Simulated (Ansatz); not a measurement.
Be3Ru in space group I4/mmm (No. 139; Be on 4d, Be on 2b, Ru on 2a), the program Ansatz at the r²SCAN level (PAW), all energies at zero smearing, with the estimated change up to a 700 eV cutoff added, with one set of potentials and settings (totals compare only within such a set). Cell of 4 atoms (3 Be, 1 Ru): -6172.131 eV.

| element | reference phase | E (eV/atom) |
|---|---|---|
| Be | P6_3/mmc, 2 atoms in the cell | -93.3347 |
| Ru | P6_3/mmc, 2 atoms in the cell | -5890.7039 |

Formation energy per atom, worked out: (-6172.131 − 3×(-93.3347) − 1×(-5890.7039))/4 = -0.356 eV/atom (-34 kJ per mol of atoms), at 0 K, without zero-point energy or fitted corrections.

The workflow started from a Materials Project entry (that database holds measured and hypothetical structures alike); the Crystallography Open Database copy checked does not list it. With Be and Ru taken as one species the cell has the higher symmetry I4/mmm, so it may be an ordered model of a mixed-site phase. Its standing as an ambient phase is unchecked. The r²SCAN relaxation kept the symmetry of its start; its stability against distortions is not shown here. No spin polarisation was allowed. The references are the lowest solids computed at this level, not always the standard phases.

Potentials: the later of the program's two PAW sets.
